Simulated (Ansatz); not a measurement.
WSi$_{2}$ (MoSi2 type, space group I4/mmm)

```cif
data_Si4W2
_chemical_formula_sum 'W2 Si4'
_space_group_name_H-M_alt 'I4/mmm'
_space_group_IT_number 139
_space_group_name_Hall '-I 4 2'
_cell_length_a 3.22943
_cell_length_b 3.22943
_cell_length_c 7.86773
_cell_angle_alpha 90.000
_cell_angle_beta 90.000
_cell_angle_gamma 90.000
loop_
_atom_site_label
_atom_site_type_symbol
_atom_site_symmetry_multiplicity
_atom_site_Wyckoff_symbol
_atom_site_fract_x
_atom_site_fract_y
_atom_site_fract_z
_atom_site_occupancy
W1 W 2 a 0.00000 0.00000 0.00000 1
Si1 Si 4 e 0.00000 0.00000 0.33458 1
```
(The calculation used a cell of 3 atoms; values per cell refer to that cell.)

Two coordinates are scanned: the volume, and the ratio of the stretch along z (the conventional c axis) to the stretch across it. Atoms keep their fractional coordinates.

All values below come from PBE (plane waves to 420 eV, PAW, scalar-relativistic; Ansatz, a quantum-chemistry and plane-wave program). k mesh 20×20×20 (Γ-centred), Fermi-Dirac smearing 0.05 eV. Compression counts positive. As the atoms are clamped, bonds stretch with the cell, which overstates energies and stresses. With partly filled bands, the response to shear is sensitive to the k mesh, so small differences along c/a are uncertain. Spin-orbit coupling is left out, though W is heavy. The PAW data are Ansatz's earlier set. WSi2 is run without spin polarisation. WSi2 was relaxed with its symmetry unable to fall. The last digit holds for this mesh only.

Changes of σzz − σxx (GPa) from the point V/V₀ = 1.000, (c/a)/(c/a)₀ = 1.000 when one coordinate moves alone (two changes are said to add if the coupling is within 5 % of the smaller one, nearly so within 20 %):

```json
[
 {"point": "V/V₀ = 1.000, (c/a)/(c/a)₀ = 0.880", "change": "62.57"},
 {"point": "V/V₀ = 1.000, (c/a)/(c/a)₀ = 0.920", "change": "38.57"},
 {"point": "V/V₀ = 1.000, (c/a)/(c/a)₀ = 0.960", "change": "17.78"},
 {"point": "V/V₀ = 0.920, (c/a)/(c/a)₀ = 1.000", "change": "3.06"},
 {"point": "V/V₀ = 0.947, (c/a)/(c/a)₀ = 1.000", "change": "1.87"},
 {"point": "V/V₀ = 0.973, (c/a)/(c/a)₀ = 1.000", "change": "0.86"},
 {"point": "V/V₀ = 1.027, (c/a)/(c/a)₀ = 1.000", "change": "-0.71"},
 {"point": "V/V₀ = 1.053, (c/a)/(c/a)₀ = 1.000", "change": "-1.29"},
 {"point": "V/V₀ = 1.080, (c/a)/(c/a)₀ = 1.000", "change": "-1.75"},
 {"point": "V/V₀ = 1.000, (c/a)/(c/a)₀ = 1.040", "change": "-14.68"},
 {"point": "V/V₀ = 1.000, (c/a)/(c/a)₀ = 1.080", "change": "-26.50"},
 {"point": "V/V₀ = 1.000, (c/a)/(c/a)₀ = 1.120", "change": "-36.25"}
]
```

Task: What is the change at V/V₀ = 1.080, (c/a)/(c/a)₀ = 1.120, where both move, and how far is it from the sum?

Result: The sum of the single changes is -1.75 + (-36.25) = -38.00; the calculation gives -30.44, so the coupling contributes 7.56 (over 20 % of the smaller single change, not additive).

Task: What is the change at V/V₀ = 1.053, (c/a)/(c/a)₀ = 0.920, where both move, and how far is it from the sum?

Result: The sum of the single changes is -1.29 + (38.57) = 37.28; the calculation gives 31.76, so the coupling contributes -5.52 (over 20 % of the smaller single change, not additive).

Task: What is the change at V/V₀ = 0.920, (c/a)/(c/a)₀ = 1.080, where both move, and how far is it from the sum?

Result: The sum of the single changes is 3.06 + (-26.50) = -23.44; the calculation gives -30.65, so the coupling contributes -7.21 (over 20 % of the smaller single change, not additive).

(A scan under strain: stresses follow from slopes of the energy per volume, elastic moduli from its curvatures.)
